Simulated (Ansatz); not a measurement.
SiCO$_{4}$:
Space group I-4 (No. 82); a = b = 4.3565 Å, c = 6.5516 Å, α = β = γ = 90.00°

```tsv
atom	site	symmetry	x	y	z
Si	2a	-4..	0.0000	0.0000	0.0000
C	2c	-4..	0.0000	0.5000	0.2500
O	8g	1	0.1451	0.2811	0.1317
```
(The calculation used a cell of 6 atoms; values per cell refer to that cell.)

Relaxed with r²SCAN. Plane-wave PAW r²SCAN (Ansatz code) gives a gap of 7.90 eV.

Task: What gap does HSE06 give on the same cell (Ansatz, PAW)?

Result: 9.17 eV, 1.27 eV more. The hybrid was solved on a coarser mesh and at special points; the gap given is the minimum over both.

Cost on shared cores: the r²SCAN run (SCF on a 9×9×9 mesh, then bands and DOS) roughly 2.4 core-minutes, the HSE06 run (SCF on 5×5×5, then a few points) very roughly 70 core-seconds; the tasks are unlike.

The start of the workflow was typed in or built on a structure type; neither database checked (COD, Materials Project) lists it. Its standing as an ambient phase is unchecked. The r²SCAN relaxation kept the symmetry of its start; whether a distortion lowers the energy is not shown.

Potentials: the later of the program's two PAW sets.
